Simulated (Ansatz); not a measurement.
RuW:
Space group P-6m2 (No. 187); a = b = 2.767 Å, c = 4.439 Å, α = β = 90.00°, γ = 120.00°

```tsv
atom	site	symmetry	x	y	z
Ru	1b	-6m2	0.0000	0.0000	0.5000
W	1e	-6m2	0.6667	0.3333	0.0000
```

Relaxed at zero pressure with r²SCAN (plane waves, PAW; program Ansatz).

Q: The volume is raised by 9 % and shape and atoms relax at that volume. What pressure results, and how do the axes share the change?

A: -22.7 GPa; a 3.0 %, b 3.0 %, c 2.8 %; the energy rises by 102 meV/atom.

Q: Give the new structure.

A: 
Space group P-6m2 (No. 187); a = b = 2.849 Å, c = 4.564 Å, α = β = 90.00°, γ = 120.00°

```
atom  site  symmetry       x       y       z
----  ----  --------  ------  ------  ------
Ru      1b      -6m2  0.0000  0.0000  0.5000
W       1e      -6m2  0.6667  0.3333  0.0000
```

The phase is kept; no other phase was compared at this pressure.

The first step of the workflow began from a Materials Project structure, measured or hypothetical; the Crystallography Open Database copy checked does not list it. With Ru and W taken as one species the cell has the higher symmetry P6_3/mmc, so it may be an ordered model of a mixed-site phase. Its standing as an ambient phase is unchecked. The r²SCAN relaxation kept the symmetry of its start; its stability against distortions is not shown here. The run is not spin-polarised. Axis ratios of metals converge slowly with the k-mesh, so a and c are less sure than the volume. Spin–orbit coupling is left out wherever it is not named.

Potentials: the later of the program's two PAW sets.
